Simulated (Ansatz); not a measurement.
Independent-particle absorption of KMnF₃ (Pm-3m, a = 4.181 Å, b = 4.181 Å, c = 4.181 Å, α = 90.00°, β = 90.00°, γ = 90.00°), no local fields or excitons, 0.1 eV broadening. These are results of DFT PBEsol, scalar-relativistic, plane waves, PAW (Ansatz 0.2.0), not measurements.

Settings: cutoff 420 eV, Γ-centred mesh 6×6×6 on the computed 5-atom cell, Gaussian smearing of 0.02 eV; collinear spin from starting moments 0 4.56 0 0 0 μB. The spectrum is summed on a 9×9×9 mesh.

```yaml
crystal:
  lattice:
    - [4.18140, 0.00000, 0.00000]
    - [0.00000, 4.18140, 0.00000]
    - [0.00000, 0.00000, 4.18140]
  atoms:
    - { symbol: K, position: [0.50000, 0.50000, 0.50000] }
    - { symbol: Mn, position: [0.00000, 0.00000, 0.00000] }
    - { symbol: F, position: [0.50000, 0.00000, 0.00000] }
    - { symbol: F, position: [0.00000, 0.50000, 0.00000] }
    - { symbol: F, position: [0.00000, 0.00000, 0.50000] }
```

```json
{"photon energy (eV)": "0.0", "ε2,xx": "0.00"}
{"photon energy (eV)": "0.4", "ε2,xx": "0.00"}
{"photon energy (eV)": "0.8", "ε2,xx": "0.00"}
{"photon energy (eV)": "1.2", "ε2,xx": "0.00"}
{"photon energy (eV)": "1.6", "ε2,xx": "0.00"}
{"photon energy (eV)": "2.0", "ε2,xx": "0.00"}
{"photon energy (eV)": "2.4", "ε2,xx": "0.00"}
{"photon energy (eV)": "2.8", "ε2,xx": "0.00"}
{"photon energy (eV)": "3.2", "ε2,xx": "0.03"}
{"photon energy (eV)": "3.6", "ε2,xx": "0.25"}
{"photon energy (eV)": "4.0", "ε2,xx": "0.36"}
{"photon energy (eV)": "4.4", "ε2,xx": "0.42"}
{"photon energy (eV)": "4.8", "ε2,xx": "0.62"}
{"photon energy (eV)": "5.2", "ε2,xx": "0.32"}
{"photon energy (eV)": "5.6", "ε2,xx": "0.34"}
{"photon energy (eV)": "6.0", "ε2,xx": "0.18"}
{"photon energy (eV)": "6.4", "ε2,xx": "0.19"}
{"photon energy (eV)": "6.8", "ε2,xx": "1.16"}
{"photon energy (eV)": "7.2", "ε2,xx": "2.34"}
{"photon energy (eV)": "7.6", "ε2,xx": "1.48"}
{"photon energy (eV)": "8.0", "ε2,xx": "1.40"}
{"photon energy (eV)": "8.4", "ε2,xx": "0.98"}
{"photon energy (eV)": "8.8", "ε2,xx": "0.94"}
{"photon energy (eV)": "9.2", "ε2,xx": "2.44"}
{"photon energy (eV)": "9.6", "ε2,xx": "1.71"}
{"photon energy (eV)": "10.0", "ε2,xx": "1.56"}
{"photon energy (eV)": "10.4", "ε2,xx": "1.42"}
{"photon energy (eV)": "10.8", "ε2,xx": "2.03"}
{"photon energy (eV)": "11.2", "ε2,xx": "1.76"}
{"photon energy (eV)": "11.6", "ε2,xx": "1.11"}
{"photon energy (eV)": "12.0", "ε2,xx": "1.02"}
{"photon energy (eV)": "12.4", "ε2,xx": "0.99"}
{"photon energy (eV)": "12.8", "ε2,xx": "1.35"}
{"photon energy (eV)": "13.2", "ε2,xx": "1.10"}
{"photon energy (eV)": "13.6", "ε2,xx": "0.92"}
{"photon energy (eV)": "14.0", "ε2,xx": "0.98"}
```

The strongest peak lies near 9.2 eV. ε∞ (xx, yy, zz) = 2.5, 2.5, 2.5.

Symmetry holds off the tilts and polar distortions that many cubic perovskites undergo.